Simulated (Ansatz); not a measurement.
A distorted cell of HfO2 (fluorite):

```
CELL_PARAMETERS angstrom
      0.00000     2.54880     2.54880
      2.54880     0.00000     2.54880
      2.54880     2.54880     0.00000
ATOMIC_POSITIONS crystal
  Hf 0.00000 0.00000 0.00000
  O  0.25498 0.25498 0.25498
  O  0.75000 0.75000 0.75000
```

Level of theory: PBE (plane waves to 420 eV, PAW, scalar-relativistic; Ansatz, a program for electronic structure). k mesh 9×9×9 (Γ-centred), Fermi-Dirac smearing 0.05 eV. Energies are smeared free energies. Stress and pressure are positive under compression. HfO2 is run without spin polarisation. HfO2 was relaxed with its symmetry unable to fall. Spin-orbit coupling is left out, though Hf is heavy. This is a high-temperature form of HfO2.

Q: What forces act on the atoms (eV/Å, Cartesian)?

A: 
| atom | Fx | Fy | Fz |
|---|---|---|---|
| Hf1 | 0.046 | 0.046 | 0.046 |
| O2 | -0.251 | -0.251 | -0.251 |
| O3 | 0.204 | 0.204 | 0.204 |

Q: Give the stress tensor in GPa and the pressure.

A: 
```
   0.14    -0.80    -0.80
  -0.80     0.14    -0.80
  -0.80    -0.80     0.14
```
The pressure, a third of the trace, is 0.14 GPa.

Q: In it atom 2 sits (0.025, 0.025, 0.025) Å away from its relaxed site. What is its energy relative to the relaxed cell?

A: 10 meV/cell.

(For displaced atoms, the force is minus the slope of the energy, and its curvature is a force constant, which sets phonon frequencies.)
